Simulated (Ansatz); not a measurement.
# How settings move the G0W0 gap of SrCl2 (Fm-3m)

SrCl2 (started from an entry of an open crystallographic database), relaxed with r2SCAN; one-shot G0W0 in Ansatz without spin-orbit coupling. (Simulation; spin polarisation is off.)

```cif
data_structure
_symmetry_space_group_name_H-M 'Fm-3m'
_symmetry_Int_Tables_number 225
_cell_length_a 6.9953
_cell_length_b 6.9953
_cell_length_c 6.9953
_cell_angle_alpha 90.000
_cell_angle_beta 90.000
_cell_angle_gamma 90.000
_cell_volume 342.31
loop_
_atom_site_label
_atom_site_type_symbol
_atom_site_symmetry_multiplicity
_atom_site_Wyckoff_symbol
_atom_site_fract_x
_atom_site_fract_y
_atom_site_fract_z
_atom_site_occupancy
Sr1 Sr 4 a 0.00000 0.00000 0.00000 1
Cl1 Cl 8 c 0.25000 0.75000 0.75000 1
```

Gaps are read over the mesh points alone. G0W0 values are finite-basis, finite-mesh values.

| start | potentials | frequency model | mesh | empty bands | screening cutoff (eV) | Kohn-Sham gap (eV) | G0W0 gap (eV) |
| --- | --- | --- | --- | --- | --- | --- | --- |
| PBE | PAW | contour deformation | 4×4×4 | 194 | 100 | 5.31 | 7.35 |
| PBE | PAW | contour deformation | 4×4×4 | 469 | 180 | 5.31 | 7.51 |
| PBE | PAW | contour deformation | 4×4×4 | 910 | 260 | 5.31 | 7.58 |
| HSE06 | PAW | contour deformation | 4×4×4 | 469 | 180 | 6.59 | 8.11 |
| r2SCAN | PAW | contour deformation | 4×4×4 | 469 | 180 | 5.94 | 7.84 |
| PBE0 | PAW | contour deformation | 4×4×4 | 469 | 180 | 7.32 | 8.32 |
| PBE | PAW | Godby-Needs pole | 4×4×4 | 469 | 180 | 5.31 | 7.46 |
| PBE | PAW | contour deformation | 6×6×6 | 139 | 80 | 5.31 | 7.27 |
| PBE | norm-conserving | contour deformation | 4×4×4 | 469 | 180 | 5.31 | 7.54 |

Over the mesh points the PBE gap of 5.31 eV becomes a quasiparticle gap of 7.58 eV (X to Γ), a change of +2.27 eV. Renormalisation factors Z lie between 0.79 and 0.85.

Raising bands and cutoff together moves the gap by +0.16 eV (100 to 180 eV), then +0.07 eV (180 to 260 eV); the last step is still large, so the basis limit isn't reached. Starting from HSE06 (6.59 eV against PBE's 5.31 eV) gives 8.11 eV, +0.60 eV from G0W0@PBE at the same screening cutoff. Starting from r2SCAN (5.94 eV against PBE's 5.31 eV) gives 7.84 eV, +0.33 eV from G0W0@PBE at the same screening cutoff. Starting from PBE0 (7.32 eV against PBE's 5.31 eV) gives 8.32 eV, +0.81 eV from G0W0@PBE at the same screening cutoff. The Godby-Needs plasmon pole differs from contour deformation by -0.05 eV. Norm-conserving potentials (wave cutoff 925 eV against 420 eV) shift the quasiparticle gap by +0.03 eV and the PBE gap by 0.00 eV. r2SCAN runs take a wave cutoff of 500 eV.
